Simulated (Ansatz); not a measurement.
A plane-wave DFT run in Ansatz 0.2.0 (scalar-relativistic PAW potentials unless the input names others): input and command.

```yaml
crystal:
  lattice:
    - [0.0, -2.03, -2.03]
    - [0.0, 2.03, -2.03]
    - [4.06, 0.0, 0.0]
  atoms:
    - { symbol: W, position: [0.5087082116, 0.5, 0.5] }
    - { symbol: W, position: [-0.0087082116, 0.0, 0.0] }
basis:
  ecutwfc: 420
kpoints:
  mp_grid: { grid: [16, 16, 12] }
hamiltonian:
  xc: pbesol
scf:
  occupations: { method: gaussian, width: 2.0 }
  max_iter: 50
output:
  forces: true
  eigenvalues: true
  stress: true
```

```bash
ansatz run input.yaml --threads 2 --pin off --max-ram 5120MiB --backend cpu --events-out ev --progress --plain --runs-dir out
```

Abridged log:
```
Basis set: ecut = 420 eV, 673 PW (Γ), exchange–correlation on 40×40×60 points (8 copies of the dense FFT grid, shifted against one another)
Bands: 21, of which v1, the nominal top of the filled ones, is band 14 counted from 1 (13 counted from 0)
Symmetry: 8 space group operations
k-points: 567 of 3072
SCF iter   1: F=—  HF=-20514.246422 eV  |F-HF|=—  |Δ(HF+E_count)|=         —  Δρ=1.23e-2  dr2=3.52e-2  ethr=1.77e-3  ⟨swp⟩=4.6  Hψ=51846  notcnv=0
SCF iter   2: F=—  HF=-20514.238743 eV  |F-HF|=—  |Δ(HF+E_count)|=   7.68e-3  Δρ=7.44e-3  dr2=1.33e-2  ethr=1.26e-4  ⟨swp⟩=1.0  Hψ=16443  notcnv=0
SCF iter   3: F=—  HF=-20514.234320 eV  |F-HF|=—  |Δ(HF+E_count)|=   4.42e-3  Δρ=3.63e-4  dr2=1.26e-5  ethr=4.76e-5  ⟨swp⟩=2.4  Hψ=18647  notcnv=0
SCF iter   4: F=—  HF=-20514.234292 eV  |F-HF|=—  |Δ(HF+E_count)|=   2.78e-5  Δρ=4.13e-5  dr2=5.04e-7  ethr=4.49e-8  ⟨swp⟩=2.1  Hψ=22221  notcnv=0
SCF iter   5: F=-20514.234292 eV  HF=-20514.234292 eV  |F-HF|=4.60e-8  |Δ(HF+E_count)|=   1.83e-7  Δρ=1.19e-5  dr2=6.07e-8  ethr=1.80e-9  ⟨swp⟩=2.0  Hψ=19944  notcnv=0
SCF iter   6: F=-20514.234292 eV  HF=-20514.234292 eV  |F-HF|=2.05e-9  |Δ(HF+E_count)|=   2.16e-8  Δρ=3.03e-6  dr2=2.87e-9  ethr=2.17e-10  ⟨swp⟩=2.4  Hψ=43326  notcnv=0
SCF 1 converged in 6 iterations: F = -20514.234292 eV  dr2 = 2.87e-9
SCF converged after 6 iterations
Free energy (F): -20514.234292 eV
Harris-Foulkes:  -20514.234292 eV  (|F-HF|=2.05e-9)
Internal energy: -20510.091411 eV  (E = F + TS)
E sigma→0 (E₀):  -20512.162851 eV
Entropy (-TS):   -4.142881 eV (-2071.440 meV/atom)
Fermi energy:    20.899282 eV
--- Forces (eV/Å), atoms counted from 1 ---
  atom   1  W      0.00000000     0.14482708     0.14482708
  atom   2  W      0.00000000    -0.14482708    -0.14482708
--- Stress (GPa, compression-positive) ---
       -2.099203       0.000000       0.000000
        0.000000      -2.215644      -0.068191
        0.000000      -0.068191      -2.215644
  P = ⅓ Tr σ = -2.1768 GPa (-21.768 kbar)
```

What should be changed?

The fault is a smearing of electronvolts (scf.occupations: {"method": "gaussian", "width": 0.15} → {"method": "gaussian", "width": 2.0}, the first being the value of the sound run). Setting it back cures it. The run converged all the same, with an energy at zero smearing 44.91 meV/atom below the reference's, pressure -2.18 GPa, largest force 0.205 eV/Å, no gap on the mesh, so convergence alone doesn't show that an input is right. A reference run from the same start on usual settings converged with pressure -12.51 GPa, largest force 0.130 eV/Å, no gap on the mesh.

It took 7.1 s on 2 threads of Arm Neoverse V2 (shared host), peak memory 0.55 GiB.